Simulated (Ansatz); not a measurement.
NiTe (NiAs type, P6_3/mmc) under volume change, DFT-PBEsol in the program Ansatz with PAW potentials, shape and atoms relaxed at each volume.

```csv
V (Å³/atom),E − E(relaxed) (meV/atom),P (GPa)
16.094,63.6,14.06
16.625,26.5,8.51
17.155,6.2,3.88
17.686,0.0,0.00
18.217,5.5,-3.26
18.747,21.0,-5.99
19.278,44.7,-8.27
```

Problem. What does a third-order Birch–Murnaghan fit give for V₀, B₀ and B′?

Solution. V₀ = 17.69 Å³/atom, B₀ = 118 GPa, B′ = 4.9.

The workflow started from an entry of the Crystallography Open Database (COD). Its standing as an ambient phase is unchecked. The PBEsol relaxation kept the symmetry of its start; its stability against distortions is not shown here. The workflow began spin-polarised and lost its moments. Spin–orbit coupling is left out wherever it is not named.

Potentials: the later of the program's two PAW sets.
